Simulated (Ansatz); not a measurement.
Starting structure, 1 Cl a cell, anchor, over a top Ti site (Ti, P6_3/mmc (No. 194), (0 0 1) face):

```
CELL_PARAMETERS angstrom
5.77293 0.00000 0.00000
-2.88646 4.99950 0.00000
0.00000 0.00000 24.86112
ATOMIC_POSITIONS crystal
Ti 0.33333 0.16667 0.32179
Ti 0.33333 0.66667 0.32179
Ti 0.83333 0.16667 0.32179
Ti 0.83333 0.66667 0.32179
Ti 0.16667 0.33333 0.41378
Ti 0.16667 0.83333 0.41378
Ti 0.66667 0.33333 0.41378
Ti 0.66667 0.83333 0.41378
Ti 0.33333 0.16667 0.50921
Ti 0.33333 0.66667 0.50921
Ti 0.83333 0.16667 0.50921
Ti 0.83333 0.66667 0.50921
Ti 0.16667 0.33333 0.59669
Ti 0.16667 0.83333 0.59669
Ti 0.66667 0.33333 0.59669
Ti 0.66667 0.83333 0.59669
Cl 0.16667 0.33333 0.70609
```

All numbers below come from DFT PBE+D3(BJ), scalar-relativistic, plane waves, PAW in Ansatz 0.2.0. Cutoff 420 eV; k points 4×4×1 on the computed 17-atom cell (Γ-centred); Gaussian smearing, width 0.10 eV; collinear spin. A dipole correction removes the field between periodic images along c.

Atoms 1, 2, 3, 4, 5, 6, 7, 8 (counted from 1) are held. The cell is fixed. Force threshold 0.04 eV/Å.

```csv
step,E − E_final (eV),largest force (eV/Å)
1,0.770,2.189
2,0.264,1.810
3,0.177,2.490
4,0.016,0.260
5,0.001,0.049
6,0.000,0.015
```

Task: What is the final structure?

Result:
```yaml
crystal:
  lattice:
    - [5.77293, 0.00000, 0.00000]
    - [-2.88646, 4.99950, 0.00000]
    - [0.00000, 0.00000, 24.86112]
  atoms:
    - { symbol: Ti, position: [0.33333, 0.16667, 0.32179] }
    - { symbol: Ti, position: [0.33333, 0.66667, 0.32179] }
    - { symbol: Ti, position: [0.83333, 0.16667, 0.32179] }
    - { symbol: Ti, position: [0.83333, 0.66667, 0.32179] }
    - { symbol: Ti, position: [0.16667, 0.33333, 0.41378] }
    - { symbol: Ti, position: [0.16667, 0.83333, 0.41378] }
    - { symbol: Ti, position: [0.66667, 0.33333, 0.41378] }
    - { symbol: Ti, position: [0.66667, 0.83333, 0.41378] }
    - { symbol: Ti, position: [0.33109, 0.16891, 0.50937] }
    - { symbol: Ti, position: [0.33109, 0.66218, 0.50937] }
    - { symbol: Ti, position: [0.83782, 0.16891, 0.50937] }
    - { symbol: Ti, position: [0.83333, 0.66667, 0.50760] }
    - { symbol: Ti, position: [0.16667, 0.33333, 0.60865] }
    - { symbol: Ti, position: [0.16542, 0.83271, 0.59529] }
    - { symbol: Ti, position: [0.66729, 0.33458, 0.59529] }
    - { symbol: Ti, position: [0.66729, 0.83271, 0.59529] }
    - { symbol: Cl, position: [0.16667, 0.33333, 0.69798] }
```

The end is the local minimum or symmetric point that this start leads to. The slab is only 6.9 Å thick, so the energy isn't converged with thickness.

Cost: 1 run of about 30 core-minutes, on Arm Neoverse V1 (shared hosts).